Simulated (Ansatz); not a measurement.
**Structure relaxation, Li**

The start is a generated trial cell of Li in the diamond structure type. Cell shape, volume and atoms are optimised at zero target pressure with r2SCAN (plane waves to 500 eV, PAW, scalar-relativistic; Ansatz, an electronic-structure program). First-step values are on the input's coarse k-mesh.

Ansatz input (later rounds restart from its end on a renewed k-mesh):
Ansatz 0.2 input:
```yaml
crystal:
  lattice:
    - [0, 2.956654, 2.956654]
    - [2.956654, 0, 2.956654]
    - [2.956654, 2.956654, 0]
  atoms:
    - { symbol: Li, position: [0.25, 0.25, 0.25] }
    - { symbol: Li, position: [0, 0, 0] }
basis: { ecutwfc: 500, ecutrho_ratio: 4, xc_grid: 4, fft_grid_basis: typed }
kpoints: { mp_grid: { grid: [10, 10, 10] } }
hamiltonian:
  xc: r2scan
  dispersion: none
  pseudopotentials: { kind: paw }
scf: { occupations: { method: fermi_dirac, width: 0.05 } }
relax: { f_tol: 0.01, max_steps: 100, cell: { stress_tol: 0.02 } }
output: { forces: true, stress: true }
```

| Property | Value |
|---|---|
| Outcome | The space group stays Fd-3m (No. 227) (the run could not lower it); the end is diamond type, with 2 atoms in the primitive cell |
| Energy released | under 0.01 eV/atom |
| Volume change | +0.6 %, from 25.85 to 26.01 Å³/atom |
| Shortest distances (start → end) | The closest pairs of elements (up to four, under 3.6 Å), start → end: Li–Li 2.56 → 2.57 Å |
| Band gap at the end | zero (metallic) |
| Optimiser moves | 2 |

It ends as:

Space group Fd-3m, origin choice 1 (No. 227); a = 5.926 Å, b = 5.926 Å, c = 5.926 Å, α = 90.00°, β = 90.00°, γ = 90.00°

| atom | site | symmetry | x | y | z |
|---|---|---|---|---|---|
| Li | 8b | -43m | 0.5000 | 0.5000 | 0.5000 |
(The calculation used a cell of 2 atoms; values per cell refer to that cell.)

Final values are on a 14×14×14 k-mesh of the relaxed cell. No spin polarisation in the result.

The run could not lose the symmetry of its start: the end is stationary, and may be a saddle point rather than a minimum.

All atoms sit on sites fixed by symmetry, so only the cell could relax.

The relaxed structure here is a generated cell of Li: the first start was made by placing the elements on the sites of a structure type, and the end was not matched to a known phase here, so it may be hypothetical. Known forms of Li include space group No. 229.
